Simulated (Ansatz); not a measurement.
## ScBPt3: what symmetry allows forces and stress to be

```
Sc B Pt
1.0
     4.43725    0.04262   -0.01573
     0.04262    4.43725   -0.01573
    -0.01573   -0.01573    4.42437
Sc B Pt
1 1 3
Direct
  0.00556 0.99444 0.00000
  0.49821 0.50179 0.50000
  0.98892 0.47428 0.54403
  0.48158 0.51842 0.00000
  0.52572 0.01108 0.45597
```

The calculation used DFT PBE, scalar-relativistic, plane waves, PAW (Ansatz).

Settings: cutoff 420 eV, Γ-centred mesh 8×8×8 on the computed 5-atom cell, Gaussian smearing of 0.10 eV; no spin polarisation.

This distorted cell has space group C2, with 2 operations.

Task: Without a calculation: in which directions can each atom feel a force?

Result: A force must be left unchanged by every operation that keeps its atom in place, so it lies in the space that those operations leave fixed. Atoms that the group maps onto each other feel forces of one size.
```
atom site symmetry operations at the site equivalent to atom allowed force (Cartesian)
 Sc1              2                       2                   1  along (0.71, -0.71, 0.00)
  B2              2                       2                   2  along (0.71, -0.71, 0.00)
 Pt3              1                       1                   3              any direction
 Pt4              2                       2                   4  along (0.71, -0.71, 0.00)
 Pt5              1                       1                   3              any direction
```

That leaves 6 independent force components of 15, tied by 1 condition that the forces sum to zero, so 5 remain. A relaxation in this cell that keeps the symmetry moves the atoms in these directions alone.

Task: And the stress tensor?

Result: It must be invariant under the point group, which leaves 4 independent components: xx = yy, yz = xz.

Task: Do the computed values obey this?

Result: Yes. Forces (eV/Å):
```
Sc1 -0.016  0.016  0.000
B2  -0.319  0.319  0.000
Pt3  0.295 -0.277  0.330
Pt4 -0.237  0.237  0.000
Pt5  0.277 -0.295 -0.330
```

Stress (GPa, compression positive, xx yy zz yz xz xy): -16.62 -16.62 -15.42 -0.56 -0.56 0.16. The program imposes the same operations on density, forces and stress, so this confirms the analysis and is no independent test of the calculation.

Spin–orbit coupling is left out, which can shift energies with elements as heavy as these.